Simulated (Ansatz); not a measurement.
GaP:
```
CELL_PARAMETERS angstrom
      0.00000     2.75328     2.75328
      2.75328     0.00000     2.75328
      2.75328     2.75328     0.00000
ATOMIC_POSITIONS crystal
  Ga 0.00000 0.00000 0.00000
  P  0.75000 0.75000 0.75000
```

Relaxed with PBE. Special points in fractions of this cell's reciprocal vectors: Γ (0.000, 0.000, 0.000); X (0.500, 0.000, 0.500); U (0.625, 0.250, 0.625); K (0.375, 0.375, 0.750); L (0.500, 0.500, 0.500); W (0.500, 0.250, 0.750).

Question: List the band energies nearest the valence-band maximum at these points for plane-wave PAW PBE (Ansatz code).

Answer: In eV from the valence-band maximum; about four levels below and three above (degenerate sets whole), none deeper than 8.9 eV; points with the same levels are listed once.

| k | below | above |
|---|---|---|
| Γ | 0.00 0.00 0.00 | 1.58 3.89 3.89 3.89 |
| X | -6.61 -2.58 -2.58 | 1.72 1.85 10.36 10.36 |
| U | -6.41 -3.78 -2.16 | 2.22 4.74 8.12 |
| L | -6.46 -1.07 -1.07 | 1.58 4.72 4.72 |
| W | -6.41 -3.43 -3.27 | 4.69 4.73 6.01 |

Space group F-43m (zinc blende). Symmetry was held in the PBE relaxation. Scalar-relativistic: spin–orbit coupling is off unless named, which matters more the heavier the elements.

Potentials: the earlier of the program's two PAW sets.
